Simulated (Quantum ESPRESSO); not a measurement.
Band energies of InP at -1.5 % isotropic strain

```xyz
2
Lattice="0.0000 2.8965 2.8965 2.8965 0.0000 2.8965 2.8965 2.8965 0.0000" Properties=species:S:1:pos:R:3 pbc="T T T"
P      4.3447     4.3447     4.3447
In     5.7929     5.7929     5.7929
```

norm-conserving PBEsol (Quantum ESPRESSO, 70 Ry, no spin-orbit coupling); path ΓXWKΓLUWLK,UX; energies in eV from the valence-band maximum.

```csv
k (1/Å),point,band 5,band 6,band 7,band 8,band 9,band 10,band 11,band 12
0.00,Γ,-14.12,-11.79,0.00,0.00,0.00,0.80,4.01,4.01
0.54,,-14.11,-10.84,-3.40,-1.51,-1.51,2.34,3.15,6.41
1.08,X,-14.09,-9.23,-5.97,-2.47,-2.47,1.57,2.15,9.34
1.63,W,-14.11,-9.14,-5.81,-3.15,-3.13,4.20,4.48,5.56
2.01,K,-14.10,-9.24,-5.82,-3.53,-2.07,2.22,4.39,7.53
2.32,,-14.12,-9.86,-5.20,-3.26,-1.29,2.91,5.10,5.91
2.85,,-14.12,-11.46,-2.08,-0.83,-0.16,2.17,4.00,4.31
3.16,Γ,-14.12,-11.79,0.00,0.00,0.00,0.80,4.01,4.01
3.37,,-14.12,-11.64,-1.35,-0.16,-0.16,1.64,4.13,4.25
4.00,,-14.11,-10.03,-5.83,-1.01,-1.01,1.50,4.75,4.75
4.10,L,-14.11,-9.93,-5.99,-1.04,-1.04,1.48,4.73,4.73
4.54,,-14.11,-9.50,-5.75,-3.21,-1.70,2.58,4.84,6.39
4.76,U,-14.10,-9.24,-5.82,-3.53,-2.07,2.22,4.39,7.53
5.05,,-14.11,-9.16,-5.81,-3.31,-2.88,3.78,4.46,5.82
5.15,W,-14.11,-9.14,-5.81,-3.15,-3.13,4.20,4.48,5.56
5.63,,-14.11,-9.73,-5.85,-2.36,-1.45,2.73,4.15,5.55
5.91,L,-14.11,-9.93,-5.99,-1.04,-1.04,1.48,4.73,4.73
6.08,,-14.11,-9.86,-5.94,-1.64,-1.17,2.06,4.45,5.01
6.50,,-14.11,-9.30,-5.77,-3.55,-1.95,2.34,4.75,7.15
6.58,K,-14.10,-9.24,-5.82,-3.53,-2.07,2.22,4.39,7.53
6.58,U,-14.10,-9.24,-5.82,-3.53,-2.07,2.22,4.39,7.53
6.96,X,-14.09,-9.23,-5.97,-2.47,-2.47,1.57,2.15,9.34
```

The PBEsol gap is direct, 0.80 eV at Γ.

Spin-orbit splittings are left out.

Geometry strained from the cell relaxed with PBEsol, atoms relaxed again.
